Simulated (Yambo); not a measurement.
A G0W0@PBEsol run in Yambo for MgI2 (CdI2 type, space group P-3m1, No. 164) (3×3×2 Γ-centred k mesh, bands 5 to 191 and a 8 Ry block in the screening, 191 bands in G with the Bruneval-Gonze terminator, plasmon pole fitted at 27.2 eV) gives these matrix elements, in eV, at the band edges (Γ → Γ):

| state | E0 | <Vxc> | <Σx> | <Σc(E0)> | Z |
|---|---|---|---|---|---|
| valence edge | 0.000 | -11.594 | -14.286 | 1.300 | 0.803 |
| conduction edge | 3.620 | -8.958 | -4.700 | -3.531 | 0.826 |

Task: Solve the linearised quasiparticle equation for both states, give the gap, and say how exchange and correlation each act on it.

Result: E = E0 + Z(Σx + Σc − Vxc). Valence: 0.000 + 0.803 × (-14.286 + (1.300) − (-11.594)) = -1.12 eV. Conduction: 3.620 + 0.826 × (-4.700 + (-3.531) − (-8.958)) = 4.22 eV. The gap is 5.34 eV, against 3.62 eV in PBEsol. Replacing Vxc by bare exchange alone would open it by 6.95 eV; correlation takes back 4.83 eV of that, and Z scales what is left. Nearest settings tried, and what they do to the gap: 119 bands in W, 119 bands in G: -34 meV; 7 Ry block (233 vectors against 263): -16 meV; 3×3×1 mesh: -59 meV. So the settings aren't converged at that level. The k mesh is coarse. The mesh misses a band edge: along a dense path the PBEsol gap is 3.45 eV against 3.62 eV on the mesh. Without spin-orbit coupling, band edges of such heavy elements can be off by tenths of an eV.

Geometry relaxed with PBE+D3(BJ); primitive cell a = b = 4.126 Å, c = 6.827 Å, α = β = 90.00°, γ = 120.00°.
